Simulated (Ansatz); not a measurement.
Question: Name crystals whose computed values (DFT-HSE06 in the program Ansatz with PAW potentials) fall in these windows: B₀ by P(V) fit (GPa) 66 to 88; gap (eV) 2.9 to 3.6.

Answer: 

| crystal | B₀ by P(V) fit (GPa) | gap (eV) |
|---|---|---|
| ZnS, zinc blende | 75.0 | 3.28 |
| ZnS, wurtzite | 74.7 | 3.35 |
| BaO, rock salt | 75.4 | 3.30 |
| ZnS, R3m (Pearson symbol hR10) | 74.7 | 3.33 |
| BeSe, zinc blende | 80.8 | 3.47 |
Others may fit too.

Not the usual ambient phase: ZnS, R3m (Pearson symbol hR10). All cells were relaxed under the symmetry of their starts (and spin orders); stability against distortions was not tested throughout. Scalar-relativistic: spin–orbit coupling is off unless named, which matters more the heavier the elements.

Potentials: the later of the program's two PAW sets.
